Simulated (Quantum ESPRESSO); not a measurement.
**NMR parameters of Mg2NCl**

```xyz
4
Lattice="1.6607 0.9588 6.0030 -1.6607 0.9588 6.0030 0.0000 -1.9176 6.0030" Properties=species:S:1:pos:R:3 pbc="T T T"
Mg     0.0000     0.0000     4.0127
Mg     0.0000     0.0000    13.9962
N      0.0000     0.0000     9.0045
Cl     0.0000     0.0000     0.0000
```
The geometry is a computed Materials Project entry, not a measured one. It is Mg2NCl in R-3m; whether this form has been observed was not checked. Stability against distortions was not tested. Forces on the atoms reach 0.13 eV/Å at this level.

Computed: shieldings by GIPAW with PBE in a modified build of Quantum ESPRESSO, on JTH PAW datasets, 25 Ha, k-mesh 9×9×9 shifted, f-sum rule met within 0.014 %.

```
site             site symmetry  σ_iso (ppm)  span Ω (ppm)
---------------  -------------  -----------  ------------
Mg (atoms 1, 2)             3m          514            38
N (atom 3)                 -3m           68             1
Cl (atom 4)                -3m          714            72
```

Ω = σ33 − σ11 of the symmetric part; where symmetry doesn't make it nil, it is less certain than σ_iso.

These are absolute shieldings with no macroscopic susceptibility term; δ = σ_ref − σ needs a reference computed alike. By our sweeps, such settings leave a few ppm in absolute σ. The datasets of Mg, Cl hold no d projectors, which limits absolute σ on these atoms.
